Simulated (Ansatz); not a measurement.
Relaxed Li (bcc, W type):

```yaml
crystal:
  lattice:
    - [-3.43518, 3.43518, 3.43518]
    - [1.71759, -1.71759, 1.71759]
    - [1.71759, 1.71759, -1.71759]
  atoms:
    - { symbol: Li, position: [0.00000, 0.00000, 0.00000] }
    - { symbol: Li, position: [0.50000, 0.00000, 0.00000] }
```

The atoms are displaced by Q × the pattern below (from a DFPT mode at N = (0.5, 0.0, 0.0), largest move 1; Q in Å), at fixed cell. (q is in reciprocal vectors of the primitive cell; the cell shown is doubled to hold the pattern.)

```json
[
 {"atom": "Li1", "x": "0.000", "y": "-0.707", "z": "-0.707"},
 {"atom": "Li2", "x": "0.000", "y": "0.707", "z": "0.707"}
]
```

Computed with PBE (plane waves to 420 eV, PAW, scalar-relativistic; Ansatz, a program for electronic structure). k mesh 19×19×19 (Γ-centred), Fermi-Dirac smearing 0.05 eV. E stands for the smeared free energy. With partly filled bands, energies and forces of such displacements shift with the k mesh and the smearing. Li was relaxed with its symmetry unable to fall. ΔE is measured from the undisplaced structure.

Task: What ΔE (eV/cell) and −dE/dQ from forces (eV/Å) does the calculation give at Q (Å) = -0.150, -0.120, 0.060, 0.090, 0.150?

Result: 
```json
[
 {"Q (Å)": "-0.150", "ΔE (eV/cell)": "0.061", "−dE/dQ from forces (eV/Å)": "0.816"},
 {"Q (Å)": "-0.120", "ΔE (eV/cell)": "0.039", "−dE/dQ from forces (eV/Å)": "0.647"},
 {"Q (Å)": "0.060", "ΔE (eV/cell)": "0.010", "−dE/dQ from forces (eV/Å)": "-0.320"},
 {"Q (Å)": "0.090", "ΔE (eV/cell)": "0.022", "−dE/dQ from forces (eV/Å)": "-0.482"},
 {"Q (Å)": "0.150", "ΔE (eV/cell)": "0.061", "−dE/dQ from forces (eV/Å)": "-0.816"}
]
```

(For displaced atoms, the force is minus the slope of the energy, and its curvature is a force constant, which sets phonon frequencies.)
